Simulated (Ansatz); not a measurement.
A geometry of TiC away from equilibrium: step 2 of the relaxation of a relaxed TiC cell displaced along its unstable phonon at q = Γ (82i cm⁻¹), largest move 0.15 Å. Computed with PBEsol (plane waves to 420 eV, PAW, scalar-relativistic; Ansatz, an electronic-structure program). Γ-centred k-mesh 8×8×12 on the run's cell (coarser than for final values), Fermi–Dirac smearing 0.05 eV. The plane waves were selected for a different cell earlier on the path.

```xyz
4
Lattice="4.0359 0.0000 0.0000 0.0000 3.8629 0.0000 0.0000 0.0000 2.6099" Properties=species:S:1:pos:R:3 pbc="T T T"
C      0.0000     1.9314     0.7878
C      2.0180     0.0000     1.8221
Ti     0.0000     0.0000    -0.2016
Ti     2.0180     1.9314     0.2016
```

Question: What forces act on the atoms (eV/Å)?

Answer: 
| atom | Fx | Fy | Fz |
|---|---|---|---|
| C1 | 0.00 | 0.00 | -0.13 |
| C2 | 0.00 | 0.00 | 0.13 |
| Ti3 | 0.00 | 0.00 | -0.60 |
| Ti4 | 0.00 | 0.00 | 0.60 |

The path ends in Fm-3m (No. 225) (rock salt type). No spin polarisation in the result.

The run could not lose the symmetry of its start.

Of the parent cell (P4/nmm (No. 129)): it is a generated cell of TiC: the first start was made by placing the elements on the sites of a structure type, and the end was not matched to a known phase here, so it may be hypothetical. Known forms of TiC include space group No. 225.
